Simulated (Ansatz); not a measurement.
Space group Pm-3m (No. 221). a = 3.757 Å, b = 3.757 Å, c = 3.757 Å, α = 90.00°, β = 90.00°, γ = 90.00°
```csv
atom,site,symmetry,x,y,z
Mn,3c,4/mm.m,0.0000,0.5000,0.5000
Sb,1a,m-3m,0.0000,0.0000,0.0000
```

Equation of state of this Mn3Sb structure (not necessarily the ground state), with shape and atoms relaxed at each volume where symmetry leaves them free. It has no gap at any of these volumes. Theory: Ansatz 0.2.0, DFT PBEsol, scalar-relativistic, plane waves, PAW.

Settings: cutoff 420 eV, Γ-centred mesh 12×12×12 on the computed 4-atom cell, Gaussian smearing of 0.10 eV; collinear spin.

```csv
V (Å³/atom),E − E(largest V) (meV/atom),P (GPa)
12.457,7.03,14.16
12.855,-18.36,6.49
13.252,-26.24,0.03
13.650,-19.31,-5.40
14.047,0.00,-9.93
```

Problem. Fit a third-order Birch–Murnaghan equation to E(V).

Solution. V0 = 13.25 Å³/atom, B0 = 198 GPa, B0' = 4.7.

Spin-orbit coupling is left out, which matters for the bands of heavy elements. Only parallel moments were tried here.